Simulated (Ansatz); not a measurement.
## Ti: from a starting cell to a relaxed one

The start is a relaxed Ti cell, doubled along one cell vector, shaken by Gaussian noise of σ = 0.08 Å a coordinate. The cell and all atomic positions are relaxed at zero pressure with r2SCAN (plane waves to 500 eV, PAW, scalar-relativistic; Ansatz, a program for electronic structure). The first steps use a coarse 12×12×6 k-mesh.

Input geometry:
```
CELL_PARAMETERS angstrom
      2.62588     0.00000     0.00000
      0.00000     2.62588     0.00000
      0.00000     0.00000     5.25176
ATOMIC_POSITIONS crystal
  Ti 0.97155 0.94611 0.00370
  Ti 0.98223 0.06323 0.50710
```

**Question.** Which atoms feel the largest initial force, and how large is it?

**Answer.** 0.62 eV/Å, on Ti1, Ti2 (atoms numbered as listed).

**Question.** How much energy is released per atom?

**Answer.** 0.80 eV/atom.

**Question.** How does the volume change?

**Answer.** -4.1 %, from 18.11 to 17.37 Å³/atom.

**Question.** Is the parent structure recovered?

**Answer.** It does not go back: it reaches Fm-3m (No. 225), fcc (Cu type), 0.84 eV/atom below the parent.

**Question.** How do the shortest distances between atoms change?

**Answer.** The closest pairs of elements (up to four, under 3.6 Å), start → end: Ti–Ti 2.63 → 2.91 Å.

**Question.** Is the relaxed structure metallic? Give its gap.

**Answer.** Zero (metallic).

Final values are on a 19×19×19 k-mesh of the relaxed cell. No spin polarisation in the result.

The run could not lose the symmetry of its start: the end is stationary, and may be a saddle point rather than a minimum.

The relaxed structure here is a generated cell of Ti: the first start was made by placing the elements on the sites of a structure type, and the end was not matched to a known phase here, so it may be hypothetical. Known forms of Ti include space group No. 194.
